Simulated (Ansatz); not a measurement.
KCl (rock salt)

```
KCl
1.0
    0.00000     3.14616     3.14616
    3.14616     0.00000     3.14616
    3.14616     3.14616     0.00000
Cl K
1 1
Cartesian
  0.00000   0.00000   0.00000
  3.14616   3.14616   3.14616
```

E(V) scan at fixed shape, V₀ the volume above. Symmetry pins the atoms to their sites.

Method: r2SCAN (plane waves to 500 eV, PAW, scalar-relativistic; Ansatz, a first-principles code). k mesh 9×9×9 (Γ-centred), Fermi-Dirac smearing 0.05 eV. Energies are smeared free energies. Stress and pressure are positive under compression. KCl was relaxed with its symmetry unable to fall. The zero of ΔE is the relaxed starting cell.

| V (Å³/atom) | ΔE (meV/atom) |
|---|---|
| 28.027 | 23.1 |
| 28.806 | 12.3 |
| 29.584 | withheld |
| 30.363 | 1.3 |
| 31.142 | 0.0 |
| 31.920 | 1.1 |
| 32.699 | 4.2 |
| 33.477 | 9.0 |
| 34.256 | 15.3 |

Task: Fit a third-order Birch-Murnaghan form (E₀, V₀, B₀, B₀′ free) to the given rows and predict ΔE at V = 29.584.

Result: Least squares on the 8 given rows: ΔE = E₀ + (9V₀B₀/16)·y²·[2 + (B₀′ − 4)y], y = (V₀/V)^(2/3) − 1, with V₀ = 31.149 Å³/atom, B₀ = 19.11 GPa (160.2 GPa = 1 eV/Å³; the term in eV is multiplied by 1000), B₀′ = 5.01, E₀ = 0.02 meV/atom; root-mean-square residual 0.02 meV/atom. At 29.584 the fit gives 5.2 meV/atom; the calculation gives 5.2 meV/atom, the same to the digits shown. For the pressure the fit gives 1.12 GPa against the computed 1.12 GPa.

(A scan under strain: stresses follow from slopes of the energy per volume, elastic moduli from its curvatures.)
